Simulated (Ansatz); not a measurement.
Q: Bi (A7 (α-As type), R-3m) is relaxed with the program Ansatz at the r²SCAN+D4 level (PAW). What lattice parameters of the conventional cell result?

A: a = 4.523 Å, c = 12.148 Å.

Q: Give the free coordinates with the occupied sites.

A: In one choice of origin and axes:

| atom | site | symmetry | x | y | z |
|---|---|---|---|---|---|
| Bi | 6c | 3m | 0.0000 | 0.0000 | 0.2329 |

The r²SCAN+D4 relaxation kept the symmetry of its start. The pairwise dispersion correction was not fitted to metals. Axis ratios of metals converge slowly with the k-mesh, so a and c are less sure than the volume. Spin–orbit coupling is left out wherever it is not named.

Potentials: the later of the program's two PAW sets.
